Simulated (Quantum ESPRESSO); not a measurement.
Hf2Ru3IrTiIn, one composition in several site orders

Simulated, not a measurement. The program is pw.x of Quantum ESPRESSO 7.5 (plane-wave density functional theory). The cell is made up: eight metal atoms on a hexagonal close-packed lattice, with elements, volume, strain and displacements drawn at random and not relaxed, so it may be unstable or far from any real phase. PseudoDojo standard norm-conserving files set the functional (PBE unless stated); there is no spin polarisation or spin-orbit coupling, the Fermi-Dirac width of 0.25 eV means electrons at about 2900 K, and the masses in the input are unused placeholders. Heavy elements are run without spin-orbit coupling, which real alloys of them have. A spin test at this wide smearing found no moment, but such smearing suppresses magnetism that the real alloy may have.

The runs put one composition on the sites in different orders. Cell, positions, cutoff, mesh and smearing stay as in the input of run 1; sites are counted in its order. Stress in the tables is positive in tension.

Input of run 1:

```
&control calculation='scf', pseudo_dir='./dojo.nc.sr.pbe.v0_5.standard.upf', outdir='./o', disk_io='minimal', tprnfor=.true., tstress=.true. /
&system ibrav=0, nat=8, ntyp=5, nbnd=74, ecutwfc=84.00895049, nosym=.true., tot_charge=0,
 occupations='smearing', smearing='fd', degauss=0.0183746611
/
&electrons conv_thr=1.470e-08, electron_maxstep=70, mixing_beta=0.5 /
ATOMIC_SPECIES
Hf 1.0 Hf.upf
In 1.0 In.upf
Ir 1.0 Ir.upf
Ru 1.0 Ru.upf
Ti 1.0 Ti.upf
CELL_PARAMETERS angstrom
-0.0295 5.0881 -0.0492
2.9148 -0.0625 4.5734
2.8859 0.0285 -4.5553
ATOMIC_POSITIONS angstrom
Hf -0.0155 -0.0248 -0.0189
Hf 2.8512 -0.009 -0.0376
Ru 2.9349 1.7449 -2.2832
Ir 2.9358 1.6794 2.2816
Ru 1.4529 2.4767 -0.0506
Ti 4.2935 2.5557 0.084
Ru 1.4547 4.2543 -2.2974
In 1.4106 4.1994 2.155
K_POINTS automatic
5 5 5 1 1 1
```

| run | elements on sites 1 to 8 | free energy less that of run 1 (eV) | -TS (eV) | pressure (GPa) | stress xx (GPa) | stress yy (GPa) | stress zz (GPa) | stress yz (GPa) | stress xz (GPa) | stress xy (GPa) | iterations |
| --- | --- | --- | --- | --- | --- | --- | --- | --- | --- | --- | --- |
| 1 | Hf Hf Ru Ir Ru Ti Ru In | 0.000 | -1.664 | 0.15 | -2.48 | 4.34 | -2.31 | 1.52 | 0.19 | -1.43 | 18 |
| 2 | In Hf Ru Ru Ru Hf Ti Ir | -0.095 | -1.759 | 0.33 | -0.17 | 1.17 | -2.01 | -3.00 | 0.17 | -1.59 | 16 |
| 3 | Ru Ru Ti Hf In Ir Ru Hf | 0.087 | -1.722 | 0.53 | 0.03 | 1.50 | -3.12 | -4.51 | -1.06 | -1.45 | 18 |
| 4 | Ru Hf Ti Ru Hf Ru In Ir | -0.003 | -1.711 | 0.95 | 5.35 | -0.49 | -7.69 | 1.47 | -0.81 | -0.79 | 18 |
| 5 | Hf Ru Ir Ru Ti Hf In Ru | -0.030 | -1.689 | 0.37 | 0.90 | 0.34 | -2.34 | -1.84 | 5.06 | -1.93 | 17 |
| 6 | Ir Ru Ru In Hf Ti Ru Hf | -0.887 | -1.639 | -0.16 | 1.74 | 5.00 | -6.26 | -1.98 | -1.19 | 0.08 | 17 |

Forces Fx Fy Fz (eV/Å):

```
site              run 1             run 2              run 3             run 4              run 5             run 6
   1    0.26 1.03 -0.43   0.16 0.62 -0.17    -0.61 0.08 0.15   0.03 0.64 -0.22    0.23 1.32 -0.05  -0.54 -0.40 0.20
   2    0.05 0.74 -0.21   -0.44 0.34 0.27   1.02 -0.19 -0.02    1.89 0.03 1.72     0.40 0.27 0.61   0.70 -0.42 0.00
   3  -0.74 -0.11 -0.08   0.12 -0.08 0.12  -0.87 -0.74 -0.17  0.97 -0.16 -1.26   0.69 -0.49 -0.03  -0.40 0.43 -0.04
   4    0.46 0.01 -0.06  -0.51 0.14 -0.12   0.49 -0.95 -0.24  -0.32 -0.31 0.47   -0.79 -0.19 0.18   0.06 -1.23 0.01
   5   -0.06 0.05 -0.21    0.22 0.48 0.02   -0.02 0.46 -0.23   -1.59 0.15 1.17    0.29 -0.47 0.61  0.11 -0.40 -1.16
   6    0.13 -0.39 0.25  0.31 -0.80 -0.96   0.47 -0.02 -0.50  0.15 -0.48 -1.43  -0.57 -1.38 -1.76    0.90 0.15 0.26
   7  -0.43 -0.27 -0.11  -0.12 -0.15 0.34   -0.28 0.31 -0.36  -1.13 0.12 -1.45    -0.33 0.69 0.51   0.04 0.40 -0.46
   8    0.33 -1.08 0.85   0.27 -0.54 0.49    -0.20 1.07 1.37    0.01 0.02 1.00    0.08 0.26 -0.07   -0.87 1.48 1.18
```

The sites are displaced and not relaxed, so the energy differences hold strain from misfit and are not ordering energies. A rerun of one cell of this series at a higher cutoff and on a denser mesh moved values by no more than 0.004 eV in energy, 0.03 GPa in stress and 0.009 eV/Å in force, and a second program with other atomic files agreed on that cell to 2 % rms in force and 0.5 GPa in pressure.